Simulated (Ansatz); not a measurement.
Given:

SiO2:
```
SiO2
1.0
    4.94920     0.00000     0.00000
   -2.47460     4.28613     0.00000
    0.00000     0.00000     5.44188
Si O
3 6
Direct
  0.52964   0.52964   0.00000
  0.47036   0.00000   0.33333
  0.00000   0.47036   0.66667
  0.26694   0.41251   0.78550
  0.58749   0.85443   0.11884
  0.14557   0.73306   0.45217
  0.41251   0.26694   0.21450
  0.85443   0.58749   0.88116
  0.73306   0.14557   0.54783
```

This is the PBEsol-relaxed structure. Tensor components refer to the Cartesian frame of this cell.

All from PBEsol (plane waves, PAW; program Ansatz), unless another level is named. Predict the Hill bulk and shear moduli.

31.7 and 39.7 GPa.

Predict the piezoelectric stress constants (proper, relaxed ions, C/m²).

e11 = 0.17, e12 = e26 = -0.17, e14 = -0.04, e25 = 0.04.

Space group P3_121. The PBEsol relaxation kept the symmetry of its start. Signs of piezoelectric constants follow the polarity of the cell as given.

Potentials: the earlier of the program's two PAW sets. The files were generated under PBE; for other functionals the program regenerates the frozen cores, and for LDA and PBEsol the local potential too.
